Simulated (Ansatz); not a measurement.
This MgS structure is the end of a relaxation. The cell was found from a structure generator's guess, not taken from experiment.

All numbers below come from Ansatz, DFT PBE+D3(BJ), scalar-relativistic, plane waves, PAW. Cutoff 420 eV, Γ-centred mesh, Gaussian smearing, no spin polarisation.

Only a and b repeat, and vacuum parts the sheet from its images along c.

```
CELL_PARAMETERS angstrom
3.55779 0.00000 0.00000
0.00000 3.55779 0.00000
0.00000 0.00000 31.36000
ATOMIC_POSITIONS crystal
Mg 0.00000 0.00000 0.25149
Mg 0.50000 0.50000 0.32249
S 0.50000 0.50000 0.24116
S 0.00000 0.00000 0.33282
```

Formation energies are uncorrected and refer to the elements' standard structures at the same level.

Question: What layer group does it have?

Answer: p4/nmm (No. 64). In-plane cell: a = 3.558 Å, b = 3.558 Å, γ = 90.0°, thickness 2.87 Å between the outermost nuclei. Mg at height 0.32 Å has 5 S at 2.54–2.55 Å; S at height 0.00 Å has 5 Mg at 2.54–2.55 Å.

Question: How far does it lie from the elements in energy?

Answer: −1.299 eV/atom. Whether it is stable depends on the other phases of the system, which aren't compared here.

Question: Is it a metal?

Answer: No, the gap on the 6×6×1 mesh is 3.42 eV.

The last run used a 6×6×1 mesh for its 4-atom cell and Gaussian smearing of 0.02 eV. Kohn–Sham gaps at this level usually fall short of measured ones. A later test with randomly moved atoms came back to the same energy, though modes that don't fit the test's cell weren't probed.
